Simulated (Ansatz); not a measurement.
Relaxed Be (hcp, Mg type):

```xyz
2
Lattice="2.2637 0.0000 0.0000 -1.1319 1.9604 0.0000 0.0000 0.0000 3.5639" Properties=species:S:1:pos:R:3 pbc="T T T"
Be     0.0000     1.3070     2.6729
Be     1.1319     0.6535     0.8910
```

A phonon eigenvector at Γ is frozen into this cell: atom i moves by Q times the vector below, so Q is the largest atomic displacement, in Å. The cell is held.

| atom | x | y | z |
|---|---|---|---|
| Be1 | 0.000 | 0.000 | -1.000 |
| Be2 | 0.000 | 0.000 | 1.000 |

Level of theory: r2SCAN (plane waves to 500 eV, PAW, scalar-relativistic; Ansatz, a first-principles code). k mesh 23×23×13 (Γ-centred), Fermi-Dirac smearing 0.05 eV. E stands for the smeared free energy. With partly filled bands, energies and forces of such displacements shift with the k mesh and the smearing. Be was relaxed with its symmetry unable to fall. The zero of ΔE is the undisplaced structure.

**Question.** Predict the ΔE (meV/cell) at Q (Å) = -0.100, -0.083, -0.050, -0.033, -0.017, 0.017, 0.050, 0.067.

**Answer.** 
| Q (Å) | ΔE (meV/cell) |
|---|---|
| -0.100 | 171 |
| -0.083 | 118 |
| -0.050 | 42 |
| -0.033 | 19 |
| -0.017 | 5 |
| 0.017 | 5 |
| 0.050 | 42 |
| 0.067 | 75 |

(A displaced cell: forces are minus the slopes of the energy, force constants its curvatures, and phonons follow from these.)
